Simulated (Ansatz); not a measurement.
This cell of MoSi₂ (MoSi2 type, space group I4/mmm) is off equilibrium:

```
MoSi2
1.0
   -1.67473     1.67473     3.76251
    1.67473    -1.67473     3.76251
    1.67473     1.67473    -3.76251
Mo Si
1 2
Direct
  0.00000   0.00000   0.00000
  0.33530   0.33530   0.00000
  0.66470   0.66470   0.00000
```

The numbers are results of r2SCAN (plane waves to 500 eV, PAW, scalar-relativistic; Ansatz, a program for electronic structure), not measurements. k mesh 14×14×14 (Γ-centred), Fermi-Dirac smearing 0.05 eV. The energy includes the smearing's −TS. Stress and pressure are positive under compression. As the atoms are clamped, bonds stretch with the cell, which overstates energies and stresses. With partly filled bands, the response to shear is sensitive to the k mesh, so small differences along c/a are uncertain. MoSi2 is run without spin polarisation. MoSi2 was relaxed with its symmetry unable to fall.

### Question
Give the stress tensor in GPa and the pressure.

### Answer
```
  -17.5      0.0      0.0
    0.0    -17.5      0.0
    0.0      0.0     14.0
```
The pressure, a third of the trace, is -7.0 GPa.

### Question
It is the relaxed cell deformed to V/V₀ = 1.053, (c/a)/(c/a)₀ = 0.920, c along z, fractional positions held. What is its energy relative to the relaxed cell?

### Answer
94 meV/atom.

(A scan under strain: stresses follow from slopes of the energy per volume, elastic moduli from its curvatures.)
